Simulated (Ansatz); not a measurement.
Input:

LaB6:
```xyz
7
Lattice="4.1526 0.0000 0.0000 0.0000 4.1526 0.0000 0.0000 0.0000 4.1526" Properties=species:S:1:pos:R:3 pbc="T T T"
La     0.0000     0.0000     0.0000
B      0.8306     2.0763     2.0763
B      2.0763     0.8306     2.0763
B      3.3220     2.0763     2.0763
B      2.0763     3.3220     2.0763
B      2.0763     2.0763     0.8306
B      2.0763     2.0763     3.3220
```

This is the r²SCAN-relaxed structure.

**Question.** All from the program Ansatz at the r²SCAN level (PAW), unless another level is named. Give the highest zone-centre frequency.

**Answer.** 1257 cm⁻¹.

**Question.** And the Hill bulk and shear moduli?

**Answer.** 180 and 140 GPa.

Space group Pm-3m. The r²SCAN relaxation kept the symmetry of its start; of distortions, only those at the zone centre were tested. As this level gives no gap, shear constants depend on the k-mesh and smearing (Fermi–Dirac, 0.1 eV here). As this level gives no gap, phonon frequencies hold no LO–TO term and depend on the k-mesh and smearing (Fermi–Dirac, 0.1 eV here). Spin–orbit coupling is left out wherever it is not named.

Potentials: the later of the program's two PAW sets.
